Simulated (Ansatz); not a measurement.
## Ca2Nb2O6F: field gradients at two levels of theory

Cell: a COD entry whose atoms were relaxed with PBE, the cell held.

Space group Fd-3m:1 (No. 227); a = 10.4280 Å.

```csv
site,Wyckoff,site symmetry,x,y,z
Ca,16d,.-3m,0.1250,0.1250,0.6250
Nb,16c,.-3m,0.6250,0.6250,0.1250
O,48f,2.mm,0.2950,0.5000,0.0000
F,8b,-43m,0.0000,0.0000,0.5000
```

One atom of each set is listed; the run and its k-mesh use a cell of 22 atoms with edges of 7.37, 7.37, 7.37 Å.

First run. Computed with Ansatz: DFT, PBE, plane waves and PAW, scalar-relativistic, 420 eV cutoff, Γ-centred 6×6×6 k-points, Fermi–Dirac smearing 0.05 eV.

| site | V_zz (10²¹ V/m²) | η |
| --- | --- | --- |
| Ca | -0.89 | 0.00 |
| Nb | 9.11 | 0.00 |
| O | -0.63 | 0.75 |

Second run. The same atoms and settings, except that the functional is r2SCAN and the cutoff is 500 eV.

(1) Given the first result, estimate the second.

Results:

(1) 

```csv
site,V_zz,η,change of V_zz
Ca,-0.94,0.00,-0.05
Nb,8.54,0.00,-0.57
O,-0.69,0.54,-0.06
```

The largest change of V_zz is on Nb, from 9.11 to 8.54. In per cent, |V_zz| changes by -6 on Nb (all sites that start above 2). Where |V_zz| stays above 0.1, η moves most on O, from 0.75 to 0.54. Sites without a gradient aren't listed.

The run finds no gap above 0.1 eV (a metal, or nearly one), so the gradients can move by 10 % or more with the k-mesh. Without spin–orbit coupling (the program notes it for Nb) the gradients can shift somewhat, as the gap is small. Semilocal functionals can leave a metal where correlation in the d or f shell opens a gap in the real compound, and that would change the values at and beside Nb. The database positions were far from equilibrium, so the relaxed structure may not be the compound's real one.
